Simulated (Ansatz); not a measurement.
LaGa2Ni3 in space group P-62m (No. 189; Pearson symbol hP18), DFT-PBE in the program Ansatz with PAW potentials, all energies at zero smearing, with the estimated change up to a 700 eV cutoff added, with one set of potentials and settings (totals compare only within such a set). Cell of 18 atoms (3 La, 6 Ga, 9 Ni): -94015.142 eV.

```
element                             reference phase  E (eV/atom)
-------  ------------------------------------------  -----------
La                    P6_3/mmc, 4 atoms in the cell   -6250.0953
Ga                        Cmce, 4 atoms in the cell   -3783.0209
Ni       Fm-3m, 1 atoms in the cell, spin-polarised   -5839.7239
```

Formation energy per atom, worked out: (-94015.142 − 3×(-6250.0953) − 6×(-3783.0209) − 9×(-5839.7239))/18 = -0.512 eV/atom (-49 kJ per mol of atoms), at 0 K, without zero-point energy or fitted corrections.

The first step of the workflow began from a Materials Project structure, measured or hypothetical; the Crystallography Open Database copy checked does not list it. Its standing as an ambient phase is unchecked. The cell was relaxed with PBE under the symmetry of its start; its stability against distortions is not shown here. The run is not spin-polarised. The references are the lowest solids computed at this level, not always the standard phases. Scalar-relativistic: spin–orbit coupling is off unless named, which matters more the heavier the elements.

Potentials: the later of the program's two PAW sets.
